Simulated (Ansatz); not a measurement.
Si2Ni:
```cif
data_Ni4Si8
_chemical_formula_sum 'Ni4 Si8'
_space_group_name_H-M_alt 'Fm-3m'
_space_group_IT_number 225
_space_group_name_Hall '-F 4 2 3'
_cell_length_a 5.38435
_cell_length_b 5.38435
_cell_length_c 5.38435
_cell_angle_alpha 90.000
_cell_angle_beta 90.000
_cell_angle_gamma 90.000
loop_
_atom_site_label
_atom_site_type_symbol
_atom_site_symmetry_multiplicity
_atom_site_Wyckoff_symbol
_atom_site_fract_x
_atom_site_fract_y
_atom_site_fract_z
_atom_site_occupancy
Ni1 Ni 4 a 0.00000 0.00000 0.00000 1
Si1 Si 8 c 0.25000 0.25000 0.25000 1
```
(The calculation used a cell of 3 atoms; values per cell refer to that cell.)

Relaxed with r²SCAN.

Which orbitals make up the states near the Fermi level in r²SCAN in the plane-wave PAW code Ansatz?

Within 0.5 eV of the Fermi level: Ni 3d 34 %, Si 3s 30 %, Si 3p 28 %, outside the projected shells 7 %. Projections are on Löwdin-orthogonalised atomic valence shells; empty p or d shells of many metals are not among them.

Tabulate the density of states.

States/eV per cell of 3 atoms, in 0.25 eV bins, energy from the Fermi level.

```tsv
E (eV)	total	Ni 3d	Si 3p	Si 3s
-7.85	0.85	0.19	0.36	0.26
-7.60	0.79	0.17	0.38	0.20
-7.35	0.73	0.16	0.37	0.15
-7.10	0.78	0.17	0.43	0.13
-6.85	0.84	0.20	0.48	0.11
-6.60	0.93	0.25	0.54	0.10
-6.35	1.06	0.31	0.61	0.09
-6.10	1.24	0.40	0.69	0.09
-5.85	1.61	0.61	0.84	0.09
-5.60	3.21	1.60	1.43	0.09
-5.35	3.39	1.81	1.39	0.09
-5.10	2.79	1.62	1.05	0.06
-4.85	1.93	1.05	0.78	0.05
-4.60	2.51	1.66	0.68	0.07
-4.35	1.97	1.44	0.42	0.04
-4.10	3.05	2.52	0.41	0.03
-3.85	6.15	5.49	0.41	0.03
-3.60	6.20	5.64	0.30	0.05
-3.35	2.63	2.17	0.27	0.05
-3.10	2.19	1.57	0.43	0.06
-2.85	2.19	1.42	0.59	0.06
-2.60	2.23	1.30	0.75	0.07
-2.35	1.71	0.81	0.72	0.06
-2.10	1.42	0.56	0.70	0.06
-1.85	1.20	0.39	0.66	0.05
-1.60	0.88	0.27	0.48	0.05
-1.35	0.68	0.20	0.36	0.04
-1.10	0.54	0.15	0.29	0.04
-0.85	0.44	0.11	0.24	0.04
-0.60	0.35	0.08	0.19	0.03
-0.35	0.51	0.17	0.16	0.12
-0.10	0.76	0.28	0.18	0.24
0.15	0.87	0.31	0.23	0.27
0.40	1.02	0.32	0.30	0.31
0.65	1.14	0.32	0.39	0.33
0.90	1.24	0.30	0.48	0.35
1.15	1.51	0.31	0.65	0.41
1.40	1.34	0.23	0.60	0.36
1.65	0.84	0.13	0.35	0.18
1.90	0.54	0.09	0.23	0.04
2.15	1.48	0.26	0.81	0.12
2.40	1.81	0.26	0.97	0.22
2.65	1.62	0.18	0.81	0.20
2.90	1.52	0.14	0.74	0.18
3.15	1.31	0.11	0.64	0.18
3.40	1.18	0.09	0.59	0.17
3.65	0.83	0.06	0.42	0.15
3.90	1.26	0.08	0.60	0.17
4.15	1.63	0.10	0.77	0.18
4.40	1.44	0.08	0.69	0.15
4.65	1.42	0.07	0.69	0.14
```

Symmetry was held in the r²SCAN relaxation; phonons on a q-mesh show no instability. The workflow began spin-polarised and lost its moments.

Potentials: the later of the program's two PAW sets.
